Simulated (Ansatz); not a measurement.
Relaxed-ion elastic tensor of BeS (CsCl type, space group No. 221) in GPa (Voigt order), DFT-r²SCAN in the program Ansatz with PAW potentials; density 2.68 g/cm³, 12.72 Å³ per atom.

```tsv
	1	2	3	4	5	6
1	115	65.8	65.8	0.0	0.0	0.0
2	65.8	115	65.8	0.0	0.0	0.0
3	65.8	65.8	115	0.0	0.0	0.0
4	0.0	0.0	0.0	-48.9	0.0	0.0
5	0.0	0.0	0.0	0.0	-48.9	0.0
6	0.0	0.0	0.0	0.0	0.0	-48.9
```

Question: Is the crystal mechanically stable?

Answer: No: the smallest eigenvalue of C is -48.9 GPa.

Space group Pm-3m (CsCl type). The cell is a constructed one: a structure type filled with these elements; neither database checked (COD, Materials Project) lists it. COD files the formula under space group No. 216, so this cell is another polymorph or a model. Whether it is the stable phase at ambient conditions was not checked. Symmetry was held in the r²SCAN relaxation. At this level the phase is mechanically unstable. As this level gives no gap, shear constants depend on the k-mesh and smearing (Fermi–Dirac, 0.1 eV here).

Potentials: the earlier of the program's two PAW sets.
